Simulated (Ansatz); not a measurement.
A geometry of Pb away from equilibrium: the start of the relaxation of a relaxed Pb cell, doubled along one cell vector, shaken by Gaussian noise of σ = 0.08 Å a coordinate. The numbers are results of r2SCAN (plane waves to 500 eV, PAW, scalar-relativistic; Ansatz, a first-principles code), not measurements. Γ-centred k-mesh 11×6×3 on the run's cell (coarser than for final values), Fermi–Dirac smearing 0.05 eV.

```xyz
8
Lattice="3.5255 0.0000 0.0000 -3.5255 6.1064 0.0000 0.0000 0.0000 11.5567" Properties=species:S:1:pos:R:3 pbc="T T T"
Pb     0.1028     0.1630     0.0414
Pb    -1.7247     2.9790     0.1179
Pb     0.0495    -0.0016     5.8086
Pb    -1.8406     3.1361     5.8496
Pb     0.0696     2.0289     2.9921
Pb    -1.6273     5.1143     2.8558
Pb     1.7574     1.0310     8.6096
Pb     0.1054     4.1266     8.7471
```

**Question.** What forces act on the atoms (eV/Å)?

**Answer.** 
```csv
atom,Fx,Fy,Fz
Pb1,-0.03,-0.27,-0.03
Pb2,0.01,0.26,-0.13
Pb3,-0.01,0.05,0.01
Pb4,0.05,-0.05,-0.04
Pb5,0.02,0.08,0.05
Pb6,-0.04,-0.05,0.00
Pb7,0.04,0.02,0.05
Pb8,-0.04,-0.03,0.09
```

**Question.** What is the pressure?

**Answer.** +0.1 GPa, compression positive.

**Question.** How far above the relaxed end point is this geometry?

**Answer.** 0.01 eV/atom; the path ends in P6₃/mmc (No. 194) (AFLOW prototype A_hP4_194_ac (A3', as in La)).

No spin polarisation in the result.

The end of the path is a generated cell of Pb: the first start was made by placing the elements on the sites of a structure type, and the end was not matched to a known phase here, so it may be hypothetical. Known forms of Pb include space group No. 225.
